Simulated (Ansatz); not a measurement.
CdSe:
```xyz
12
Lattice="4.3381 0.0000 0.0000 -2.1691 3.7569 0.0000 0.0000 0.0000 21.2414" Properties=species:S:1:pos:R:3 pbc="T T T"
Cd     0.0000     0.0000    21.2365
Cd     0.0000     0.0000    10.6158
Cd     2.1691     1.2523    17.6982
Cd     0.0000     2.5046     7.0775
Cd     2.1691     1.2523     3.5377
Cd     0.0000     2.5046    14.1585
Se     0.0000     0.0000    18.5783
Se     0.0000     0.0000     7.9576
Se     2.1691     1.2523    15.0411
Se     0.0000     2.5046     4.4204
Se     2.1691     1.2523     0.8807
Se     0.0000     2.5046    11.5014
```

Cartesian axes are those of the cell as given.

### Question
Give the proper piezoelectric stress tensor with relaxed ions from the program Ansatz at the r²SCAN level (PAW).

### Answer
In C/m², rows x, y, z, Voigt columns; mesh uncertainty up to 0.00.
```
 0.00   0.00   0.00   0.00   0.10   0.00
 0.00   0.00   0.00   0.10   0.00   0.00
 0.12   0.12  -0.21   0.00   0.00   0.00
```

The elastic tensor of the same run (GPa):

```json
[
 {"": "1", "1": "73.3", "2": "44.3", "3": "36.7", "4": "0.0", "5": "0.0", "6": "0.0"},
 {"": "2", "1": "44.3", "2": "73.3", "3": "36.7", "4": "0.0", "5": "0.0", "6": "0.0"},
 {"": "3", "1": "36.7", "2": "36.7", "3": "81.5", "4": "0.0", "5": "0.0", "6": "0.0"},
 {"": "4", "1": "0.0", "2": "0.0", "3": "0.0", "4": "13.1", "5": "0.0", "6": "0.0"},
 {"": "5", "1": "0.0", "2": "0.0", "3": "0.0", "4": "0.0", "5": "13.1", "6": "0.0"},
 {"": "6", "1": "0.0", "2": "0.0", "3": "0.0", "4": "0.0", "5": "0.0", "6": "14.5"}
]
```

### Question
Convert to strain constants d = e·S.

### Answer
In pC/N:
```
 0.0   0.0   0.0   0.0   8.0   0.0
 0.0   0.0   0.0   8.0   0.0   0.0
 2.5   2.5  -4.9   0.0   0.0   0.0
```

Space group P6_3mc. The cell is a constructed one: a structure type filled with these elements. Its sites differ from those of the usual phase in this space group: another stacking or structure type. The cell was relaxed with r²SCAN under the symmetry of its start; whether a distortion lowers the energy is not shown. Signs of piezoelectric constants follow the polarity of the cell as given.

Potentials: the later of the program's two PAW sets.
